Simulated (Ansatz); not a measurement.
**Surface calculation: hcp In (11-20), 2 layers**

The slab is cut from the hcp crystal, which needn't be the stable phase, as relaxed on PAW files (25.75 Å³/atom), with 16 Å of vacuum and a dipole correction:

```xyz
4
Lattice="5.7218 0.0000 0.0000 0.0000 5.4497 0.0000 0.0000 0.0000 17.6517" Properties=species:S:1:pos:R:3 pbc="T T T"
In    0.4768    4.0872    8.0000
In    2.3841    1.3624    8.0000
In    3.3377    4.0872    9.6517
In    5.2450    1.3624    9.6517
```

Computed with Ansatz 0.2.0; functional PBEsol, scalar-relativistic. Settings: a Γ-centred 7×8×1 k mesh, Fermi–Dirac smearing of 0.1 eV, no spin polarisation. Methods: LAPW: all electrons, basis error target 1 meV/atom; PAW: frozen-core files, cutoff 420 eV.

The bulk energy comes from a cell in the slab's orientation on a 7×8×12 mesh. The surface energy is (E(slab) − N·E(bulk))/2A at zero smearing, the mean of both faces; thin slabs carry quantum-size effects.

The PAW files were made under PBE. The cell is 1×1, so reconstructions are forbidden, and in slabs of four or five layers the relaxations can be far larger than at a real surface.

**Question.** As cut, the LAPW slab lies 2.184 eV above 4 atoms of bulk. What surface energy is that?

**Answer.** Over two faces of 31.18 Å² it is 35.0 meV/Å², and times 16.02 J/m² per eV/Å² that gives γ = 0.561 J/m².

| method | γ as cut (J/m²) | γ relaxed (J/m²) | Φ as cut (eV) | Φ relaxed (eV) |
| --- | --- | --- | --- | --- |
| LAPW | 0.561 | 0.484 | 3.85 | 3.97 |
| PAW | 0.561 | 0.484 | 3.85 | 3.97 |

**Question.** How do the spacings between the planes relax?

**Answer.** From the bottom face up: d12 -31.8 % of 1.652 Å.

**Question.** What changes if relativity is switched off, at the same positions?

**Answer.** LAPW then gives: no gap, work function 4.02 eV.
